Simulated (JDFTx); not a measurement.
Reference run:

Pb(110) slab cut from bulk Pb (space group Fm-3m, indices of the conventional cell, lattice of the Materials Project entry mp-20483, not re-optimised): 5 atoms in 5 planes, a 1x1 cell of 17.60 Å² (|a| = 4.990, |b| = 3.528 Å), 7.1 Å between the outermost planes, cell height 23.1 Å, 4×6×1 k mesh, Fermi smearing 0.01 Ha, no spin polarisation.

The reference is PBE, GBRV ultrasoft potentials, plane waves to 20/100 Ha; code: JDFTx (a modified build). Unrelaxed; liquid: linear PCM (GLSSA13), water, 1 M NaF. Potentials refer to SHE, placed 4.44 V below the bulk liquid's zero by convention.

```csv
density cutoff alone,work function (eV),U_pzc (V),mean C below U_pzc (μF/cm²),k states × plane waves,"cycles, vacuum run","rough core time, vacuum run"
80 Ha,3.68,-1.01,19 over 0.5 V,12 × 11719,60,10 min
100 Ha,3.68,-1.02,19 over 0.5 V,12 × 11719,61,10 min
130 Ha,3.68,-1.02,19 over 0.5 V,12 × 11719,58,20 min
200 Ha,3.68,-1.02,19 over 0.5 V,12 × 11719,58,20 min
```

The work function stays within 0.01 eV over all these settings; capacitances repeat to about ±0.2 μF/cm². The times are rough (shared hosts); only ratios past two mean anything.
